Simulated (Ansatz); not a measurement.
# Find the missing element

Cell vectors (Å):

```
2.9299 0.0000 0.0000
0.0000 2.9299 0.0000
0.0000 0.0000 2.9299
```

```csv
atom,a,b,c
X,0.0000,0.0000,0.0000
Pd,0.5000,0.5000,0.5000
```

Method: LDA, PAW on Ansatz 0.2.0's default frozen-core files (fitted under PBE), scalar-relativistic. k mesh 16×16×16, strains of ±0.005, Fermi-Dirac smearing of 0.100 eV.

Elastic constants of a crystal by Kohn-Sham DFT: slopes of the stress over finite engineering strains of the given cell, Voigt indices, Cartesian axes as in the cell vectors.

```csv
index,elastic (GPa)
11,228.4
12,195.2
44,116.5
```

Q: All X atoms are one element. Which one was computed?

A: Cu; the crystal is CuPd (Pm-3m).

Known limits: frozen-core PAW files fitted under PBE, their cores solved anew for the functional of the run; responses of metals move with mesh and smearing; the softest shear constant rests on one k mesh, and a soft shear can herald a distortion on cooling.
